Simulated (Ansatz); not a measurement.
Theory: DFT PBE, scalar-relativistic, plane waves, PAW in Ansatz. Settings: cutoff 420 eV, Γ-centred meshes spaced at most about 0.3 Å⁻¹, and about 0.25 Å⁻¹ or finer for metals (2π included), Gaussian smearing. No spin polarisation in the final relaxations.

These are static total energies at zero pressure. All come from trial cells, and lower structures may exist.

**Question.** These unrelaxed guesses for LuBeSi4 are each relaxed within their symmetry. Order them by the energy at which they end, lowest first.
A.

```
Lu Be Si
1.0
     4.56865    0.00000    0.00000
     0.00000    4.56865    0.00000
     0.00000    0.00000    5.26365
Lu Be Si
1 1 4
Direct
  0.50000 0.50000 0.59907
  0.00000 0.00000 0.03791
  0.73082 0.73082 0.21353
  0.26918 0.26918 0.21353
  0.26918 0.73082 0.21353
  0.73082 0.26918 0.21353
```

B.

```
Lu Be Si
1.0
     4.21245    0.00000    0.00000
     0.00000    4.21245    0.00000
     0.00000    0.00000    5.25331
Lu Be Si
1 1 4
Cartesian
  0.0000 0.0000 2.6267
  2.1062 2.1062 0.0000
  0.0000 2.1062 4.0229
  2.1062 0.0000 4.0229
  0.0000 2.1062 1.2304
  2.1062 0.0000 1.2304
```

C.

```
Lu Be Si
1.0
     3.04420    0.00000    0.00000
    -1.52210    2.63636    0.00000
     0.00000    0.00000   11.51487
Lu Be Si
1 1 4
Cartesian
  0.0000 0.0000 0.0000
  0.0000 0.0000 5.7574
  1.5221 0.8788 10.0400
  1.5221 0.8788 4.3423
  0.0000 1.7576 7.1726
  0.0000 1.7576 1.4749
```

D.

```
Lu Be Si
1.0
     0.00000    3.53660    3.53660
     3.53660    0.00000    3.53660
     3.53660    3.53660    0.00000
Lu Be Si
1 1 4
Direct
  0.00000 0.00000 0.00000
  0.75000 0.75000 0.75000
  0.87325 0.37558 0.37558
  0.37558 0.37558 0.37558
  0.37558 0.87325 0.37558
  0.37558 0.37558 0.87325
```

**Answer.** B (ends in P4/mmm, 0 meV/atom), D (ends in F-43m, 165 meV/atom), A (ends in P4mm, 296 meV/atom), C (ends in P-3m1, 0.33 eV/atom).

A magnetic state wasn't ruled out in cells without spin, among them P4/mmm, F-43m, P4mm, P-3m1. Cells relaxed within their symmetry can be saddle points. Some types were kept out of the candidates beforehand, so the set may lack a known form.
